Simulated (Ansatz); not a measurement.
Input, command and steps of an Ansatz relaxation.

```yaml
crystal:
  lattice:
    - [5.4464633631, 0.0, 0.0]
    - [0.0, 5.4464633631, 0.0]
    - [0.0, 0.0, 3.5080725058]
  atoms:
    - { symbol: Zn, position: [0.306, 0.306, 0.0] }
    - { symbol: Zn, position: [0.194, 0.806, 0.5] }
    - { symbol: Zn, position: [0.694, 0.694, 0.0] }
    - { symbol: Zn, position: [0.806, 0.194, 0.5] }
    - { symbol: As, position: [0.0, 0.0, 0.0] }
    - { symbol: As, position: [0.5, 0.5, 0.5] }
basis:
  ecutwfc: 420
kpoints:
  mp_grid: { grid: [4, 4, 6] }
hamiltonian:
  xc: pbe
scf:
  occupations: { method: gaussian, width: 0.1 }
  lower_state_search: "off"
output:
  forces: true
  stress: true
  eigenvalues: true
relax:
  adjacent_minimum: "off"
  f_tol: 0.04
  max_steps: 70
  cell: { stress_tol: 0.4 }
```

```bash
ansatz run input.yaml --threads 1 --pin off --max-ram 2560MiB --backend cpu --events-out ev --progress --plain --runs-dir out
```

Method: DFT PBE, scalar-relativistic, plane waves, PAW in Ansatz.

Of 8 frames 7 are shown, positions in Å and forces in eV/Å; the SCF threshold varies from step to step. Steps run on the plane waves of an earlier cell, with a Pulay correction in the pressure. The basis is chosen afresh for the last frame, the zero of the energies, and at times for earlier ones too; energy and pressure step there, also at an unchanged geometry. Here that happened at step 6 (-8 meV/atom, 0.5 GPa); the frames before carry an error of that size.

```xyz
6
Lattice="5.4465 0.0000 0.0000 0.0000 5.4465 0.0000 0.0000 0.0000 3.5081" Properties=species:S:1:pos:R:3:forces:R:3 pbc="T T T" step=1 free_energy_over_end_meV_per_atom=363.54 pressure_GPa=23.94
Zn    1.6666    1.6666    0.0000   -0.7998   -0.7998    0.0000
Zn    1.0566    4.3898    1.7540    0.7998   -0.7998    0.0000
Zn    3.7798    3.7798    0.0000    0.7998    0.7998    0.0000
Zn    4.3898    1.0566    1.7540   -0.7998    0.7998    0.0000
As    0.0000    0.0000    0.0000    0.0000    0.0000    0.0000
As    2.7232    2.7232    1.7540    0.0000    0.0000    0.0000
6
Lattice="5.5721 0.0000 0.0000 0.0000 5.5721 0.0000 0.0000 0.0000 3.6789" Properties=species:S:1:pos:R:3:forces:R:3 pbc="T T T" step=2 free_energy_over_end_meV_per_atom=144.50 pressure_GPa=12.89
Zn    1.6990    1.6990    0.0000   -0.2983   -0.2983    0.0000
Zn    1.0870    4.4851    1.8395    0.2983   -0.2983    0.0000
Zn    3.8730    3.8730    0.0000    0.2983    0.2983    0.0000
Zn    4.4851    1.0870    1.8395   -0.2983    0.2983    0.0000
As    0.0000    0.0000    0.0000    0.0000    0.0000    0.0000
As    2.7860    2.7860    1.8395    0.0000    0.0000    0.0000
6
Lattice="5.7058 0.0000 0.0000 0.0000 5.7058 0.0000 0.0000 0.0000 3.8498" Properties=species:S:1:pos:R:3:forces:R:3 pbc="T T T" step=3 free_energy_over_end_meV_per_atom=36.18 pressure_GPa=4.86
Zn    1.7434    1.7434    0.0000   -0.1110   -0.1110    0.0000
Zn    1.1094    4.5963    1.9249    0.1110   -0.1110    0.0000
Zn    3.9623    3.9623    0.0000    0.1110    0.1110    0.0000
Zn    4.5963    1.1094    1.9249   -0.1110    0.1110    0.0000
As    0.0000    0.0000    0.0000    0.0000    0.0000    0.0000
As    2.8529    2.8529    1.9249    0.0000    0.0000    0.0000
6
Lattice="5.7962 0.0000 0.0000 0.0000 5.7962 0.0000 0.0000 0.0000 3.9628" Properties=species:S:1:pos:R:3:forces:R:3 pbc="T T T" step=4 free_energy_over_end_meV_per_atom=11.37 pressure_GPa=1.20
Zn    1.7739    1.7739    0.0000   -0.0402   -0.0402    0.0000
Zn    1.1242    4.6720    1.9814    0.0402   -0.0402    0.0000
Zn    4.0223    4.0223    0.0000    0.0402    0.0402    0.0000
Zn    4.6720    1.1242    1.9814   -0.0402    0.0402    0.0000
As    0.0000    0.0000    0.0000    0.0000    0.0000    0.0000
As    2.8981    2.8981    1.9814    0.0000    0.0000    0.0000
6
Lattice="5.8440 0.0000 0.0000 0.0000 5.8440 0.0000 0.0000 0.0000 4.0002" Properties=species:S:1:pos:R:3:forces:R:3 pbc="T T T" step=5 free_energy_over_end_meV_per_atom=9.32 pressure_GPa=0.01
Zn    1.7845    1.7845    0.0000    0.0145    0.0145    0.0000
Zn    1.1375    4.7065    2.0001   -0.0145    0.0145    0.0000
Zn    4.0595    4.0595    0.0000   -0.0145   -0.0145    0.0000
Zn    4.7065    1.1375    2.0001    0.0145   -0.0145    0.0000
As    0.0000    0.0000    0.0000    0.0000    0.0000    0.0000
As    2.9220    2.9220    2.0001    0.0000    0.0000    0.0000
6
Lattice="5.8440 0.0000 0.0000 0.0000 5.8440 0.0000 0.0000 0.0000 4.0002" Properties=species:S:1:pos:R:3:forces:R:3 pbc="T T T" step=6 free_energy_over_end_meV_per_atom=1.78 pressure_GPa=0.52
Zn    1.7845    1.7845    0.0000    0.0187    0.0187    0.0000
Zn    1.1375    4.7065    2.0001   -0.0187    0.0187    0.0000
Zn    4.0595    4.0595    0.0000   -0.0187   -0.0187    0.0000
Zn    4.7065    1.1375    2.0001    0.0187   -0.0187    0.0000
As    0.0000    0.0000    0.0000    0.0000    0.0000    0.0000
As    2.9220    2.9220    2.0001    0.0000    0.0000    0.0000
6
Lattice="5.8297 0.0000 0.0000 0.0000 5.8297 0.0000 0.0000 0.0000 4.0672" Properties=species:S:1:pos:R:3:forces:R:3 pbc="T T T" step=8 free_energy_over_end_meV_per_atom=0.00 pressure_GPa=0.13
Zn    1.7905    1.7905    0.0000    0.0255    0.0255    0.0000
Zn    1.1243    4.7054    2.0336   -0.0255    0.0255    0.0000
Zn    4.0391    4.0391    0.0000   -0.0255   -0.0255    0.0000
Zn    4.7054    1.1243    2.0336    0.0255   -0.0255    0.0000
As    0.0000    0.0000    0.0000    0.0000    0.0000    0.0000
As    2.9148    2.9148    2.0336    0.0000    0.0000    0.0000
```

The start puts this composition into another compound's structure type, which needn't suit it. The cell swells from 17.3 to 23.0 Å³ an atom, so the end can be far from any stable crystal. At the end the space group is P4_2/mnm (tolerance 0.05 Å).

Time: 63 s on 1 thread of Arm Neoverse V2 (shared host), peak memory 0.45 GiB.

The k mesh is coarse.